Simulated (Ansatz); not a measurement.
LuRu₃C:
```xyz
5
Lattice="4.1056 0.0000 0.0000 0.0000 4.1056 0.0000 0.0000 0.0000 4.1056" Properties=species:S:1:pos:R:3 pbc="T T T"
Lu     2.0528     2.0528     2.0528
Ru     2.0528     0.0000     0.0000
Ru     0.0000     2.0528     0.0000
Ru     0.0000     0.0000     2.0528
C      0.0000     0.0000     0.0000
```

Relaxed with r²SCAN. Special points in fractions of this cell's reciprocal vectors: Γ (0.000, 0.000, 0.000); X (0.000, 0.500, 0.000); M (0.500, 0.500, 0.000); R (0.500, 0.500, 0.500).

Question: List the band energies nearest the Fermi level at these points for r²SCAN in the plane-wave PAW code Ansatz.

Answer: In eV from the Fermi level; about four levels below and three above (degenerate sets whole), none deeper than 8.9 eV; points with the same levels are listed once.

| k | below | above |
|---|---|---|
| Γ | -1.30 -1.30 -1.30 -0.46 -0.46 | 1.49 1.58 1.58 1.58 |
| X | -0.97 -0.56 -0.48 -0.48 | 0.14 1.58 1.89 1.89 |
| M | -0.77 -0.32 -0.25 -0.07 | 2.67 2.67 3.11 |
| R | -2.01 -2.01 -2.01 -0.68 -0.68 | 1.32 1.32 1.32 |

Space group Pm-3m (anti-perovskite). The workflow started from a Materials Project entry (that database holds measured and hypothetical structures alike); the Crystallography Open Database copy checked does not list it. Its standing as an ambient phase is unchecked. The r²SCAN relaxation kept the symmetry of its start; its stability against distortions is not shown here. No spin polarisation was allowed. Spin–orbit coupling is left out wherever it is not named.

Potentials: the later of the program's two PAW sets.
